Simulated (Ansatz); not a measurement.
InCu (NiAs type, space group No. 194), a = b = 4.1575 Å, c = 4.8837 Å, α = β = 90.00°, γ = 120.00°.

This is the PBEsol-relaxed structure.

All from the program Ansatz at the PBEsol level (PAW), unless another level is named. Estimate the formation energy from the elements (no fitted shifts).

0.041 eV/atom.

What about the density of states at the Fermi level?

0.46 states/eV per atom (mean over ±0.08 eV).

Space group P6_3/mmc (NiAs type). The workflow started from a Materials Project entry (that database holds measured and hypothetical structures alike); the Crystallography Open Database copy checked does not list it. Its standing as an ambient phase is unchecked. Symmetry was held in the PBEsol relaxation; its stability against distortions is not shown here. No spin polarisation was allowed. Axis ratios of metals converge slowly with the k-mesh, so a and c are less sure than the volume. The references are the lowest solids computed at this level, not always the standard phases. Scalar-relativistic: spin–orbit coupling is off unless named, which matters more the heavier the elements.

Potentials: the later of the program's two PAW sets.
